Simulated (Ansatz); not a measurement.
Simulated powder pattern, Cu Kα, λ = 1.54184 Å (kinematic, ideal powder, no thermal factors, no anomalous dispersion; the 30 strongest lines at most, above 1 %, up to 2θ = 90°):

```json
[
 {"2θ (°)": "25.09", "I/Imax (%)": "100"},
 {"2θ (°)": "35.77", "I/Imax (%)": "20"},
 {"2θ (°)": "44.19", "I/Imax (%)": "44"},
 {"2θ (°)": "51.49", "I/Imax (%)": "14"},
 {"2θ (°)": "58.10", "I/Imax (%)": "19"},
 {"2θ (°)": "64.27", "I/Imax (%)": "4.7"},
 {"2θ (°)": "70.14", "I/Imax (%)": "22"},
 {"2θ (°)": "75.79", "I/Imax (%)": "2.2"},
 {"2θ (°)": "81.31", "I/Imax (%)": "11"},
 {"2θ (°)": "86.74", "I/Imax (%)": "6.5"}
]
```

The pattern belongs to a structure relaxed with DFT-PBE in the program Ansatz with PAW potentials.

### Question
Which of these materials gives this?
A) Nb, bcc (W type)
B) Ta, bcc (W type)
C) Pd, fcc (Cu type)
D) Ba, bcc (W type)

### Answer
D, Ba, bcc (W type)

### Question
Give the lattice parameters.

### Answer
a = 5.020 Å.

Space group Im-3m (bcc (W type)). The cell was relaxed with PBE under the symmetry of its start. Scalar-relativistic: spin–orbit coupling is off unless named, which matters more the heavier the elements.

Potentials: the later of the program's two PAW sets.
